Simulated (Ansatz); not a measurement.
Ba₂NaReO₆:
```yaml
crystal:
  lattice:
    - [0.00000, 4.12322, 4.12322]
    - [4.12322, 0.00000, 4.12322]
    - [4.12322, 4.12322, 0.00000]
  atoms:
    - { symbol: Na, position: [0.00000, 0.00000, 0.00000] }
    - { symbol: Ba, position: [0.75000, 0.75000, 0.75000] }
    - { symbol: Ba, position: [0.25000, 0.25000, 0.25000] }
    - { symbol: Re, position: [0.50000, 0.50000, 0.50000] }
    - { symbol: O, position: [0.72741, 0.72741, 0.27259] }
    - { symbol: O, position: [0.27259, 0.27259, 0.72741] }
    - { symbol: O, position: [0.27259, 0.72741, 0.72741] }
    - { symbol: O, position: [0.72741, 0.27259, 0.27259] }
    - { symbol: O, position: [0.72741, 0.27259, 0.72741] }
    - { symbol: O, position: [0.27259, 0.72741, 0.27259] }
```

Relaxed with PBEsol.

Q: Give the Bader charges and basin volumes of the independent atoms, PBEsol (plane waves, PAW; program Ansatz).

A: 

```
atom  Bader charge (e)  Bader volume (Å³)
----  ----------------  -----------------
Na1              +0.85                7.0
Ba2              +1.58               22.5
Re4              +2.93                8.6
O5               -1.16               13.3
```

Space group Fm-3m. The first step of the workflow began from a Materials Project structure, measured or hypothetical; the Crystallography Open Database files this formula in space group No. 225, but the cells were not matched. Its standing as an ambient phase is unchecked. Symmetry was held in the PBEsol relaxation; whether a distortion lowers the energy is not shown. The run is not spin-polarised. Scalar-relativistic: spin–orbit coupling is off unless named, which matters more the heavier the elements.

Potentials: the later of the program's two PAW sets.
